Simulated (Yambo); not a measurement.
Yambo run on NaCoO2 (space group R-3m, No. 166). The wavefunctions come from this Quantum ESPRESSO step (PBEsol, PseudoDojo standard norm-conserving files, scalar-relativistic):

```
&CONTROL
  calculation = 'nscf'
  pseudo_dir = './pseudo'
  outdir = './out'
/
&SYSTEM
  ibrav = 0
  nat = 4
  ntyp = 3
  ecutwfc = 96.0
  ecutrho = 384.0
  occupations = 'fixed'
  force_symmorphic = .true.
  nbnd = 66
/
&ELECTRONS
  conv_thr = 4e-09
  diago_full_acc = .true.
  diago_thr_init = 1e-08
/
ATOMIC_SPECIES
O 15.9990 O.upf
Na 22.9898 Na.upf
Co 58.9332 Co.upf
CELL_PARAMETERS angstrom
  1.444477854100   0.833969677903   5.115678898000
 -1.444477854100   0.833969677903   5.115678898000
 -0.000000000000  -1.667939355807   5.115678898000
ATOMIC_POSITIONS crystal
O   0.228987468900   0.228987468900   0.228987468900
O   0.771012531100   0.771012531100   0.771012531100
Na   0.000000000000   0.000000000000   0.000000000000
Co   0.500000000000   0.500000000000   0.500000000000
K_POINTS automatic
6 6 6 0 0 0
```

Yambo input:

```
rim_cut
gw0
dyson
el_el_corr
HF_and_locXC
ppa
em1d
RandQpts= 1000000
RandGvec= 1 Ry
EXXRLvcs= 96 Ry
VXCRLvcs= 384 Ry
Chimod= "HARTREE"
% BndsRnXp
 6 | 65 |
%
NGsBlkXp= 7 Ry
% LongDrXp
 1.0 | 1.0 | 1.0 |
%
PPAPntXp= 27.2114 eV
% GbndRnge
 1 | 65 |
%
GTermKind= "BG"
DysSolver= "n"
ExtendOut
% QPkrange
 1 | 1 | 19 | 20 |
 4 | 4 | 19 | 20 |
 13 | 13 | 19 | 20 |
 16 | 16 | 19 | 20 |
 28 | 28 | 19 | 20 |
 32 | 32 | 19 | 20 |
%
```

k points by index: 1 = Γ, 4 = L, 13 = F, 16 = (0.167, 0.167, -0.5), 28 = (0.333, 0.333, -0.5), 32 = Z.

The o-*.qp file then holds:

```
#    K-point    Band    Eo [eV]    E [eV]    E-Eo [eV]    Vxc [eV]    Vnlxc [eV]    Sc|Eo [eV]    Sc|E [eV]    dSc/dw|Eo [eV]    Re(Z)    Im(Z)
#
    1    19    -0.174582    -0.105657    0.068926    -27.84076    -35.21023    7.466610    7.438396    -11.18013    0.708780    -0.002156
    1    20    1.893746    2.986289    1.092543    -27.40367    -21.61557    -4.260584    -4.695559    -10.83110    0.715278    -0.002800
    4    19    -0.410866    -0.287254    0.123612    -28.93577    -36.74063    7.981179    7.928467    -11.63182    0.700536    -0.002433
    4    20    1.300475    2.374929    1.074453    -27.96193    -21.92437    -4.535256    -4.963099    -10.83324    0.715241    -0.002439
    13    19    -0.421824    -0.294690    0.127134    -29.08590    -36.95468    8.050468    7.995910    -11.70516    0.699215    -0.002453
    13    20    1.424008    2.521773    1.097766    -28.06763    -21.82173    -4.707169    -5.148133    -10.92851    0.713455    -0.002254
    16    19    -0.231325    -0.110224    0.121101    -28.78193    -36.20199    7.591705    7.541166    -11.38006    0.705108    -0.002159
    16    20    0.858503    1.912494    1.053991    -27.01539    -21.08353    -4.476750    -4.877860    -10.35407    0.724368    -0.001904
    28    19    0.000000    0.090712    0.090712    -27.97835    -35.03226    7.181075    7.144626    -10.96122    0.712846    -0.001991
    28    20    1.119510    2.161632    1.042122    -26.40624    -20.75475    -4.218620    -4.609368    -10.20142    0.727323    -0.001992
    32    19    -0.070454    -0.006920    0.063533    -27.56041    -34.71341    7.242061    7.216537    -10.97287    0.712628    -0.002037
    32    20    1.938459    3.030829    1.092371    -27.48796    -21.70091    -4.256056    -4.694676    -10.92303    0.713550    -0.003271
```
(The two width columns are left out.) Convergence of these settings isn't established.

Geometry relaxed with PBEsol.

The structure is a Materials Project entry; no match was found in the copy of COD used, and its stability was not checked.

The runs are not spin-polarised; magnetic order was not tried.
